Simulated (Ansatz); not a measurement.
The cell below belongs to a search over invented structures; it isn't taken from experiment.

Input and command of a plane-wave DFT calculation in Ansatz:

```yaml
crystal:
  lattice:
    - [-4.8127503096, 0.0209316381, -0.0653926829]
    - [2.424662578, -4.2352471306, 0.0423548004]
    - [0.1181626635, -0.0199760518, 8.5188757558]
  atoms:
    - { symbol: Ti, position: [0.9575403125, 0.9764650034, 0.4742115703] }
    - { symbol: Ta, position: [0.451417873, 1.0041538946, 0.0085001479] }
    - { symbol: Ta, position: [0.4726432537, 0.5011611724, 0.2336220532] }
    - { symbol: Ta, position: [0.0970969076, 0.5268611946, 0.7769990301] }
    - { symbol: Si, position: [0.2146670598, 0.3368994086, 0.0282994573] }
    - { symbol: Si, position: [0.6286710914, 0.2551751024, 0.4702527713] }
    - { symbol: Si, position: [0.9139350174, 0.7430475272, -0.0194126277] }
    - { symbol: Si, position: [0.3488614104, 0.6999756749, 0.4902355652] }
    - { symbol: Si, position: [0.865867499, 0.2253794456, 0.262752229] }
    - { symbol: Si, position: [0.2961904207, 0.2010443755, 0.7368658821] }
    - { symbol: Si, position: [0.1424725063, 0.7750738797, 0.2649281746] }
    - { symbol: Si, position: [0.6106366481, 0.754763321, 0.7727457465] }
basis:
  ecutwfc: 420
kpoints:
  mp_grid: { grid: [6, 6, 4] }
hamiltonian:
  xc: pbe
scf:
  occupations: { method: gaussian, width: 0.2 }
  lower_state_search: "off"
output:
  forces: true
  stress: true
  eigenvalues: true
relax:
  adjacent_minimum: "off"
  f_tol: 0.025
  max_steps: 60
  cell: { stress_tol: 0.25 }
```

```bash
ansatz run input.yaml --threads 4 --pin off --max-ram 8192MiB --backend cpu --events-out ev --progress --plain --runs-dir out
```

Processor: Intel(R) Xeon(R) Processor @ 2.70GHz, 4 threads, on a host shared with other jobs.

**Question.** Estimate time, memory and problem size.

**Answer.** About 3.3 min, peak memory 0.95 GiB. It solves 54 bands at 76 k points (after reduction by symmetry) with about 3391 plane waves (on the last cell), in 44 SCF iterations over 7 ionic steps.
